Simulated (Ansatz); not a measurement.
NbRh₃:
```yaml
crystal:
  lattice:
    - [3.84525, 0.00000, 0.00000]
    - [0.00000, 3.84525, 0.00000]
    - [0.00000, 0.00000, 3.84525]
  atoms:
    - { symbol: Nb, position: [0.00000, 0.00000, 0.00000] }
    - { symbol: Rh, position: [0.00000, 0.50000, 0.50000] }
    - { symbol: Rh, position: [0.50000, 0.00000, 0.50000] }
    - { symbol: Rh, position: [0.50000, 0.50000, 0.00000] }
```

Relaxed with PBEsol.

Question: Map the electron localisation function on the plane through (0.000, 0.000, 0.000) spanned by u = [1, 1, 0] and v = [1, 0, 1] in lattice vectors, from PBEsol in the plane-wave PAW code Ansatz.

Answer: x is the fraction of u, y of v (the angle between them is 60°; rows are the nearest grid lines); atoms in the plane: Nb at (0.00, 0.00), Rh at (0.50, 0.50), Rh at (0.00, 0.50), Rh at (0.50, 0.00).
```
| :%@#:.:-=#@@@@@@#=-:.:#@%: |
|::#@%=.::-+%@@@@@%+-::.=%@#:|
|%#%@@+..::-+%@@@@%+-::..+@@%|
|#%@%#=..:-:::-+**+-:::-:..=#|
|:=++=:..:--::.:---:.::--:..:|
|.......:::::-::....::-:::::.|
|::....:::::::::::.::::::::::|
|-:::::::---::.::::::::.::---|
|=-::--::-=++=-:.:::::.:-=++=|
|@%+::::::+%@@@%*-.:::.-*%@@@|
|@@%=::-::=%@@@@%*-.::.-*%@@@|
|@@@#-.::.-#@@@@@%+:::::+%@@@|
|@@@%+:::::+%@@@@@#-.::.-#@@@|
|@@@%*-.::.-*%@@@@%=::-::=%@@|
|@@@%*-.:::.-*%@@@%+::::::+%@|
|=++=-:.:::::.:-=++=-::--::-=|
|---::.::::::::.::---:::::::-|
|::::::::::.:::::::::::....::|
|.:::::-::....::-:::::.......|
|:..:--::.:---:.::--:..:=++=:|
|#=..:-:::-+**+-:::-:..=#%@%#|
|%@@+..::-+%@@@@%+-::..+@@%#%|
|:#@%=.::-+%@@@@@%+-::.=%@#::|
| :%@#:.:-=#@@@@@@#=-:.:#@%: |
```
Scale: ten equal steps from 0.093 (start of ' ') to 0.775 (end of '@'), in the order ' .:-=+*#%@'; x runs from 0.000 to 1.00, y from 0.000 (bottom) to 1.00 (top).

The density is the valence pseudo-density with augmentation charge, so density and ELF within about 1 Å of a nucleus are not all-electron values.

Space group Pm-3m (Cu3Au type). The workflow started from an entry of the Crystallography Open Database (COD). Its standing as an ambient phase is unchecked. The PBEsol relaxation kept the symmetry of its start; whether a distortion lowers the energy is not shown. The run is not spin-polarised.

Potentials: the later of the program's two PAW sets.
